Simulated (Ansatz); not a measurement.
Space group Pm-3m (No. 221). a = 3.810 Å, b = 3.810 Å, c = 3.810 Å, α = 90.00°, β = 90.00°, γ = 90.00°
| atom | site | symmetry | x | y | z |
| --- | --- | --- | --- | --- | --- |
| V | 1a | m-3m | 0.0000 | 0.0000 | 0.0000 |
| Ir | 3c | 4/mm.m | 0.0000 | 0.5000 | 0.5000 |

Equation of state of this VIr3 structure (not necessarily the ground state), with shape and atoms relaxed at each volume where symmetry leaves them free. It has no gap at any of these volumes. Theory: DFT r2SCAN, scalar-relativistic, plane waves, PAW (Ansatz 0.2.0).

Settings: cutoff 500 eV, Γ-centred mesh 12×12×12 on the computed 4-atom cell, Gaussian smearing of 0.10 eV; no spin polarisation.

| V (Å³/atom) | E − E(largest V) (meV/atom) | P (GPa) |
| --- | --- | --- |
| 12.163 | 151.37 | 60.26 |
| 12.577 | 20.98 | 41.07 |
| 12.992 | -63.81 | 24.94 |
| 13.407 | -110.27 | 11.38 |
| 13.821 | -124.53 | -0.01 |
| 14.236 | -111.75 | -9.56 |
| 14.651 | -76.28 | -17.58 |
| 15.203 | 0.00 | -26.26 |

Question: Fit a third-order Birch–Murnaghan equation to E(V).

Answer: V0 = 13.82 Å³/atom, B0 = 347 GPa, B0' = 4.8.

Spin-orbit coupling is left out, which matters for the bands of heavy elements.

Cost: 8 runs of about 3.9 core-minutes in all, on Arm Neoverse V2 (shared hosts).